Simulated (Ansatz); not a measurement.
With plane-wave PAW PBE (Ansatz code), Ca$_{6}$Sb$_{2}$PN in the cubic phase (Fm-3m; Ca on 24e, Sb on 8c, P on 4a, N on 4b) relaxes to a = 10.224 Å. Sb has 12 nearest neighbours from 3.62 Å (cuboctahedral); P has 6 nearest neighbours from 2.70 Å (octahedral); N has 6 nearest neighbours from 2.41 Å (octahedral). Its formation energy from the elements is -1058 meV/atom, with no fitted shifts.

It is gapped at this level: 0.63 eV (direct). The valence maximum lies at Γ and the conduction minimum at Γ. Gap from PBE with spin–orbit coupling: 0.50 eV.

An equation-of-state fit gives a bulk modulus of 47.2 GPa.

The start of the workflow was typed in or built on a structure type; neither database checked (COD, Materials Project) lists it. Whether it is the stable phase at ambient conditions was not checked. Symmetry was held in the PBE relaxation; whether a distortion lowers the energy is not shown. The references are the lowest solids computed at this level, not always the standard phases (solids in place of the gases). Scalar-relativistic: spin–orbit coupling is off unless named, which matters more the heavier the elements.

Potentials: the later of the program's two PAW sets.
